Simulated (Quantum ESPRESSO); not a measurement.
```
CELL_PARAMETERS angstrom
      4.47669     0.00000     0.00000
      0.00000     4.47669     0.00000
      0.00000     0.00000     2.99254
ATOMIC_POSITIONS crystal
  Mg 0.50000 0.50000 0.50000
  Mg 0.00000 0.00000 0.00000
  H  0.69557 0.69557 0.00000
  H  0.30443 0.30443 0.00000
  H  0.80443 0.19557 0.50000
  H  0.19557 0.80443 0.50000
```
The geometry is a computed Materials Project entry, not a measured one. It is MgH2 in P4₂/mnm. Stability against distortions was not tested.

With PBE (σ by GIPAW in a modified build of Quantum ESPRESSO; JTH PAW datasets, 30 Ha):

```json
[
 {"quantity": "σ_iso Mg (ppm)", "PBE": "547.6"}
]
```

Shieldings are absolute and leave out the bulk-susceptibility term; a larger σ means a smaller chemical shift. By our sweeps, such settings leave a few ppm in absolute σ. The datasets of Mg hold no d projectors, which limits absolute σ on these atoms.

### Question
What does the LDA, on its own JTH datasets and the same geometry, give?

### Answer
```tsv
quantity	LDA	LDA − PBE
σ_iso Mg (ppm)	531.6	-15.9
```
